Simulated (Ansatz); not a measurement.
BeF2:
```yaml
crystal:
  lattice:
    - [4.68159, 0.00000, 0.00000]
    - [-2.34080, 4.05438, 0.00000]
    - [0.00000, 0.00000, 5.14045]
  atoms:
    - { symbol: Be, position: [0.46306, 0.00000, 0.33333] }
    - { symbol: Be, position: [0.00000, 0.46306, 0.66667] }
    - { symbol: Be, position: [0.53694, 0.53694, 0.00000] }
    - { symbol: F, position: [0.41264, 0.27874, 0.22263] }
    - { symbol: F, position: [0.72126, 0.13391, 0.55597] }
    - { symbol: F, position: [0.86609, 0.58736, 0.88930] }
    - { symbol: F, position: [0.27874, 0.41264, 0.77737] }
    - { symbol: F, position: [0.13391, 0.72126, 0.44403] }
    - { symbol: F, position: [0.58736, 0.86609, 0.11070] }
```

Relaxed with r²SCAN.

**Question.** Which orbitals make up the states near the band edges in DFT-r²SCAN in the program Ansatz with PAW potentials?

**Answer.** Top 1 eV of the valence band: F 2p 99 %. Bottom 1 eV of the conduction band: Be 2s 72 %, F 2s 17 %, outside the projected shells 9 %. Projections are on Löwdin-orthogonalised atomic valence shells; empty p or d shells of many metals are not among them.

**Question.** Tabulate the density of states.

**Answer.** States/eV per cell of 9 atoms, in 0.25 eV bins, energy from the valence-band maximum.

```tsv
E (eV)	total	F 2p	Be 2s	F 2s
-5.05	0.00	0.00	0.00	0.00
-4.80	0.89	0.80	0.08	0.00
-4.55	6.90	6.28	0.49	0.05
-4.30	2.83	2.63	0.13	0.03
-4.05	5.24	4.91	0.18	0.05
-3.80	6.47	6.19	0.09	0.04
-3.55	8.88	8.60	0.02	0.01
-3.30	8.16	7.88	0.04	0.02
-3.05	5.95	5.75	0.02	0.01
-2.80	2.65	2.57	0.01	0.00
-2.55	0.03	0.03	0.00	0.00
-2.30	0.11	0.11	0.00	0.00
-2.05	9.13	8.88	0.07	0.07
-1.80	8.10	7.89	0.07	0.06
-1.55	7.51	7.38	0.03	0.04
-1.30	9.25	9.12	0.02	0.03
-1.05	10.30	10.17	0.03	0.03
-0.80	11.25	11.12	0.03	0.03
-0.55	19.13	19.01	0.01	0.02
-0.30	11.02	10.97	0.00	0.01
-0.05	10.18	10.15	0.00	0.00
0.20	0.00	0.00	0.00	0.00
0.45	0.00	0.00	0.00	0.00
0.70	0.00	0.00	0.00	0.00
0.95	0.00	0.00	0.00	0.00
1.20	0.00	0.00	0.00	0.00
1.45	0.00	0.00	0.00	0.00
1.70	0.00	0.00	0.00	0.00
1.95	0.00	0.00	0.00	0.00
2.20	0.00	0.00	0.00	0.00
2.45	0.00	0.00	0.00	0.00
2.70	0.00	0.00	0.00	0.00
2.95	0.00	0.00	0.00	0.00
3.20	0.00	0.00	0.00	0.00
3.45	0.00	0.00	0.00	0.00
3.70	0.00	0.00	0.00	0.00
3.95	0.00	0.00	0.00	0.00
4.20	0.00	0.00	0.00	0.00
4.45	0.00	0.00	0.00	0.00
4.70	0.00	0.00	0.00	0.00
4.95	0.00	0.00	0.00	0.00
5.20	0.00	0.00	0.00	0.00
5.45	0.00	0.00	0.00	0.00
5.70	0.00	0.00	0.00	0.00
5.95	0.00	0.00	0.00	0.00
6.20	0.00	0.00	0.00	0.00
6.45	0.00	0.00	0.00	0.00
6.70	0.00	0.00	0.00	0.00
6.95	0.00	0.00	0.00	0.00
7.20	0.00	0.00	0.00	0.00
7.45	0.00	0.00	0.00	0.00
7.70	0.00	0.00	0.00	0.00
7.95	0.00	0.00	0.00	0.00
8.20	0.00	0.00	0.00	0.00
8.45	0.00	0.00	0.00	0.00
8.70	0.00	0.00	0.00	0.00
8.95	0.00	0.00	0.00	0.00
9.20	0.00	0.00	0.00	0.00
9.45	0.02	0.00	0.02	0.00
9.70	0.17	0.00	0.12	0.03
9.95	0.27	0.01	0.20	0.05
10.20	0.35	0.01	0.25	0.06
10.45	0.44	0.01	0.31	0.07
10.70	0.52	0.02	0.36	0.07
10.95	0.61	0.02	0.41	0.08
11.20	0.70	0.03	0.46	0.09
11.45	0.80	0.03	0.51	0.09
11.70	0.91	0.04	0.56	0.09
```

Space group P3_121. The workflow started from a Materials Project entry (that database holds measured and hypothetical structures alike); the Crystallography Open Database files this formula in space group No. 152, but the cells were not matched. Its standing as an ambient phase is unchecked. The cell was relaxed with r²SCAN under the symmetry of its start; its stability against distortions is not shown here.

Potentials: the earlier of the program's two PAW sets. The files were generated under PBE; for other functionals the program regenerates the frozen cores, and for LDA and PBEsol the local potential too.
